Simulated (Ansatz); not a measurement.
# Li$_{2}$Ga: enthalpy under pressure, worked through

These are results of Ansatz, DFT PBEsol, scalar-relativistic, plane waves, PAW, not measurements. Settings: 420 eV cutoff, 10×10×8 k-mesh, Gaussian smearing of 0.10 eV, no spin polarisation.

The relaxed crystal:

```
CELL_PARAMETERS angstrom
2.22942 -4.68712 0.00000
2.22942 4.68712 0.00000
0.00000 0.00000 4.29246
ATOMIC_POSITIONS crystal
Li 0.58701 0.41299 0.75000
Li 0.41299 0.58701 0.25000
Li 0.24093 0.75907 0.75000
Li 0.75907 0.24093 0.25000
Ga 0.92235 0.07765 0.75000
Ga 0.07765 0.92235 0.25000
```

Cell and atoms were relaxed at each target pressure within the start's symmetry (Cmcm), at zero temperature; other phases can be more stable under pressure. H = E + PV with P the target; E is the free energy at the smearing used, whose derivative the pressure is, per atom and counted from zero pressure. The mesh named is that at zero pressure; some other pressures ran on another.

| P (GPa) | V (Å³/atom) | E − E0 (meV) | H − H0 (meV) |
| --- | --- | --- | --- |
| 0 | 14.951 | 0.0 | 0.0 |
| 3 | 13.887 | 9.4 | 269.4 |
| 8 | 12.677 | 49.5 | 682.5 |
| 15 | 11.565 | 127.9 | 1210.6 |
| 30 | 10.098 | 327.5 | 2218.3 |
| 60 | 8.526 | 752.6 | 3945.6 |

Thermodynamics gives dH/dP = V along a relaxed path. Integrate V over P by the trapezoid rule and compare with the computed enthalpies.

With 1 eV/Å³ = 160.22 GPa, each step adds the mean volume times ΔP / 160.22:
```
P (GPa)  ∫V dP (meV) H − H0 (meV) difference (meV)
      3        270.0         269.4               0.6
      8        684.5         682.5               1.9
     15       1214.1        1210.6               3.5
     30       2228.1        2218.3               9.8
     60       3971.8        3945.6              26.2
```

V(P) curves upward, so the trapezoid rule runs high; integrating a smooth curve through the same points (P as a polynomial of degree 4 in ln V) puts that excess at about 26.4 meV at 60 GPa, against the 26.2 meV found.

At 60 GPa, how much of the enthalpy change is stored energy and how much is the PV term?

E rises by 753 meV/atom and PV is 60 × 8.526 / 160.22 = 3193 meV/atom, so PV makes 81 % of ΔH. So between rival structures at high pressure a small difference in volume can outweigh the difference in energy: 1 % of this volume is worth 31.9 meV/atom at this pressure.

What bulk modulus do the lowest pressures give?

From the pressures that the runs reached, -3.01 GPa (16.686 Å³) and 2.99 GPa (13.887 Å³), B = −ΔP/Δln V = 6.00 / 0.1837 = 33 GPa, a mean over that range.